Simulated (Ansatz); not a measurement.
A geometry of ZrS$_{2}$ away from equilibrium: the start of the relaxation of a relaxed ZrS2 cell squeezed uniformly to 80 % of its volume. The numbers are results of r2SCAN (plane waves to 500 eV, PAW, scalar-relativistic; Ansatz, a quantum-chemistry and plane-wave program), not measurements. Γ-centred k-mesh 8×8×4 on the run's cell (coarser than for final values), Fermi–Dirac smearing 0.05 eV.

```xyz
3
Lattice="3.4265 0.0000 0.0000 -1.7132 2.9674 0.0000 0.0000 0.0000 5.6602" Properties=species:S:1:pos:R:3:forces:R:3 pbc="T T T" free_energy=-6010.839 pressure_GPa=32.2
Zr     0.0000     0.0000     0.0000    0.0000    0.0000    0.0000
S      0.0000     1.9783     1.3336    0.0000    0.0000    3.5212
S      1.7132     0.9891     4.3266    0.0000    0.0000   -3.5212
```

Positions in Å, forces in eV/Å, free energy of the cell in eV (comparable only within this code, potentials and settings). Largest force: 3.52 eV/Å, on S2, S3 (atoms numbered as listed); the geometry lies 0.40 eV/atom above the end of its relaxation.

No spin polarisation in the result. No dispersion correction is included, so spacings between layers, chains or molecules are soft and tend to come out too large.

The run could not lose the symmetry of its start.

Without dispersion the volume is uncertain too.
